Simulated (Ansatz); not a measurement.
**Stationary points along a deformation path in Ca**

Method: DFT PBEsol, scalar-relativistic, plane waves, PAW in Ansatz. The runs took a 420 eV cutoff, a Γ-centred 16×16×16 mesh and Gaussian smearing (0.15 eV). No spin polarisation. Energies are free energies at this smearing, counted from the undisturbed cell; pressure is positive in compression.

The starting cell (as given, not relaxed at this level; it stands at -1.2 GPa):

```
Ca
1.0
     0.00000    2.79420    2.79420
     2.79420    0.00000    2.79420
     2.79420    2.79420    0.00000
Ca
1
Direct
  0.00000 0.00000 0.00000
```

At fixed volume and fractional coordinates, lengths along (0.000, 0.000, 1.000) are scaled against those across it; ρ is that ratio over its starting value. V = 43.632 Å³/atom. Δσ is the stress along the axis less the mean stress across it (compression positive).

| ρ | ΔE (meV/atom) | Δσ (GPa) | space group |
| --- | --- | --- | --- |
| 0.650 | 15.6 | 0.18 | I4/mmm |
| 0.707 | 15.2 | 0.00 | Im-3m |
| 0.780 | 13.0 | 0.24 | I4/mmm |
| 0.850 | 8.3 | 0.35 | I4/mmm |
| 0.920 | 3.1 | 0.34 | I4/mmm |
| 0.960 | 0.9 | 0.22 | I4/mmm |
| 1.000 | 0.0 | 0.00 | Fm-3m |
| 1.050 | 1.8 | -0.44 | I4/mmm |
| 1.100 | 8.1 | -1.08 | I4/mmm |
| 1.200 | 36.7 | -2.50 | I4/mmm |
| 1.300 | 83.2 | -4.02 | I4/mmm |
| 1.414 | 160.4 | -6.11 | I4/mmm |
| 1.500 | 233.5 | -7.52 | I4/mmm |

Q: How does the stress give the slope of the energy, and where is the energy stationary?

A: Along the path d ln(length) is 2/3 d ln ρ on the axis and −1/3 d ln ρ across it, so dE/d ln ρ = −(2/3) V Δσ: the energy falls with ρ where Δσ is positive. Δσ vanishes or changes sign at ρ = 0.707 (Im-3m), a stationary point at 15.2 meV/atom; at ρ = 1.000 (Fm-3m), a minimum at 0.0 meV/atom. Pairs of stationary points between two samples would go unseen, and could change a minimum read from distant neighbours into a maximum. At ρ = 0.707, 1.000 the cell is cubic, where symmetry alone makes the stress isotropic and the slope zero.

Q: Which shear constant sets the curvature at ρ = 1?

A: For a cubic crystal E/V = (2/3) C (ln ρ)² with C = C′ = (C11 − C12)/2, so Δσ = −2C ln ρ. The parabola of Δσ against ln ρ through ρ = 0.960, 1 and 1.050 gives C ≈ 3.5 GPa with the ions clamped, rough because the steps are large. It is the stress–strain coefficient at this cell's pressure of -1.2 GPa, not the zero-pressure constant.

Q: Integrate that slope from ρ = 1 to 1.200 by the trapezoid rule.

A: With V/N in Å³ and 1 eV/Å³ = 160.2 GPa the slopes at ρ = 1.000, 1.050, 1.100, 1.200 are 0, 81, 196, 455 meV/atom per unit of ln ρ. The steps add 2.0 + 6.4 + 28.3 = 36.7 meV/atom, against 36.7 from the energies; the trapezoid rule misses the curvature of the slope within each step.

In a metal these slopes depend on the k mesh and the smearing.